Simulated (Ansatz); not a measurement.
## Perturbing TiC

Base: an entry of the Crystallography Open Database (COD), whose atoms a relaxation with PBE at fixed cell left in place.

```xyz
2
Lattice="0.0000 2.1640 2.1640 2.1640 0.0000 2.1640 2.1640 2.1640 0.0000" Properties=species:S:1:pos:R:3 pbc="T T T"
Ti    0.0000    0.0000    0.0000
C     2.1640    2.1640    2.1640
```

Sites (sets of like atoms) are named by element and the number of their first atom in this list.

Computed with Ansatz: DFT, PBE, plane waves and PAW, scalar-relativistic, 420 eV cutoff, Γ-centred 18×18×18 k-points, Fermi–Dirac smearing 0.05 eV.

Gradients in 10²¹ V/m²:

```csv
site,atoms,V_zz base,η base,V_zz variant,η variant
Ti,1,0.00,–,-0.86,0.00
C,2,0.00,–,-0.12,0.00
```

Q: Which change was made?
A. volume scaled by 0.98, ions relaxed
B. volume scaled by 1.06, ions relaxed
C. z compressed by 1 %, ions relaxed
D. z stretched by 3 %, ions relaxed

A: C. The largest change of V_zz is on Ti, from 0.00 to -0.86.

For the variant: With no gap above 0.1 eV, as in a metal, the gradients converge slowly in k; expect changes of a tenth or more on a denser mesh.
